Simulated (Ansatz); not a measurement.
Is this CuH3 structure stable?

The cell was found from a structure generator's guess, not taken from experiment.

The calculation used Ansatz, DFT PBE, scalar-relativistic, plane waves, PAW. Settings of the last relaxation (4-atom cell): 420 eV, 18×18×1 k points, Gaussian smearing of 0.10 eV, no spin polarisation.

Only a and b repeat, and vacuum parts the sheet from its images along c.

```
Cu H
1.0
     2.51071    0.00000    0.00000
     0.00000    2.51071    0.00000
     0.00000    0.00000   31.39352
Cu H
1 3
Direct
  0.50000 0.50000 0.21328
  0.00000 0.00000 0.21292
  0.00000 0.00000 0.33943
  0.00000 0.00000 0.31567
```

Energies over the elements count from the elements' standard structures at the same level (H₂ as a molecule), with no fitted energy shifts.

**Question.** These tests were run: energy against the elements; phonons at Γ. What do they show?

**Answer.**

| test | result |
| --- | --- |
| energy against the elements | +0.19 eV/atom |
| phonons at Γ | imaginary modes down to 236i cm⁻¹ |

It fails 2 tests: energy against the elements and phonons at Γ. So it isn't even a local minimum.

With hydrogen, zero-point motion can shift formation energies by some tens of meV/atom. The run for the phonons used an 18×18×1 k mesh and Fermi–Dirac smearing of 0.15 eV.
